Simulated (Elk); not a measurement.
An Elk run on BaPm with settings drawn from a wide range, so not all are converged; totals and levels move with the basis, and no second program has checked them. Theory: DFT, AM05, all-electron APW+lo, Dirac cores, scalar-relativistic bands in Elk 11.2.3 with local patches. Elk's input is in atomic units.

Command: `OMP_NUM_THREADS=1 elk` The run took 0.02 s on 1 thread of Arm Neoverse V2 (shared host), peak memory 0.04 GiB.

```
tasks
  0
  110
  115
  15
  10

xctype
  30

rgkmax
  9

gmaxvr
  16

lmaxapw
  9

lmaxo
  5

lmaxi
  3

nrmtscf
  2

nempty
  4

epspot
  1e-05

epsengy
  1e-05

maxscl
  60

swidth
  0.0005

stype
  1

lradstp
  4

mixtype
  3

hmaxvr
  6

reducebf
  0.5

spinpol
  .true.

tforce
  .true.

sppath
  './'

avec
  7.49750898157 0.00000000000 0.00000000000
  -3.74875449080 6.49303324315 0.00000000000
  0.00000000000 0.00000000000 12.32597297391

atoms
  2
  'Ba.in'
  1
  0.000000000000 0.000000000000 0.500000000000   0.000 0.000 0.000
  'Pm.in'
  1
  0.666666666667 0.333333333333 0.000000000000   0.000 0.000 -1.000

ngridk
  7 7 4

wplot
  120 100 1
  -0.55 0.3
```

Muffin-tin radii in the species files: Ba 2.80, Pm 2.80 bohr.

Structure from Materials Project entry mp-1183293 (possibly hypothetical), not relaxed further.

Q: What does the run give?

A: It refused before any iteration.
```
Error(init0): requested spin-polarised run with spin-unpolarised
 exchange-correlation functional
```
